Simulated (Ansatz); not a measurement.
ZnO in space group Pm-3n (No. 223; Zn on 6c, O on 6d), r²SCAN in the plane-wave PAW code Ansatz, all energies at zero smearing, with the estimated change up to a 700 eV cutoff added, with one set of potentials and settings (totals compare only within such a set). Cell of 12 atoms (6 Zn, 6 O): -23368.363 eV.

| element | reference phase | E (eV/atom) |
|---|---|---|
| Zn | P6_3/mmc, 2 atoms in the cell | -3325.6729 |
| O | C2/m, 4 atoms in the cell, spin-polarised | -566.0281 |

Formation energy per atom, worked out: (-23368.363 − 6×(-3325.6729) − 6×(-566.0281))/12 = -1.513 eV/atom (-146 kJ per mol of atoms), at 0 K, without zero-point energy or fitted corrections.

The start of the workflow was typed in or built on a structure type; neither database checked (COD, Materials Project) lists it. It is not the phase usual at ambient conditions (space group No. 186). The cell was relaxed with r²SCAN under the symmetry of its start; its stability against distortions is not shown here. The references are the lowest solids computed at this level, not always the standard phases (solids in place of the gases).

Potentials: the later of the program's two PAW sets.
